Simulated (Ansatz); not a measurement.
**Ba (Pm-3m), clamped-ion strain scan**

All numbers below come from DFT PBEsol, scalar-relativistic, plane waves, PAW (Ansatz 0.2.0). Cutoff 420 eV, Γ-centred 12×12×12 k-points, Gaussian smearing of 0.15 eV. No spin polarisation. Energies are free energies at this smearing, counted from the undisturbed cell; pressure is positive in compression.

Reference structure (as given, not relaxed at this level; it stands at -0.6 GPa; this simple cubic form isn't the usual structure):

```
CELL_PARAMETERS angstrom
3.91772 0.00000 0.00000
0.00000 3.91772 0.00000
0.00000 0.00000 3.91772
ATOMIC_POSITIONS crystal
Ba 0.00000 0.00000 0.00000
```

The cell is strained by ε times the Voigt pattern (0, 0, 0, 1, 0, 0) (xx, yy, zz, yz, xz, xy; engineering shear) with fractional coordinates fixed. The cell is metallic on the mesh throughout.

```
      ε  ΔE (meV/atom) stress summed along the pattern (GPa, tension positive) pressure (GPa)
-0.1500          -20.8                                                     0.64            -0.5
-0.0750           -5.7                                                     0.37            -0.6
 0.0000            0.0                                                     0.00            -0.6
 0.0375           -1.5                                                    -0.20            -0.6
 0.1125          -12.3                                                    -0.51            -0.5
```

All sampled points lie below the start, which is a maximum along this line.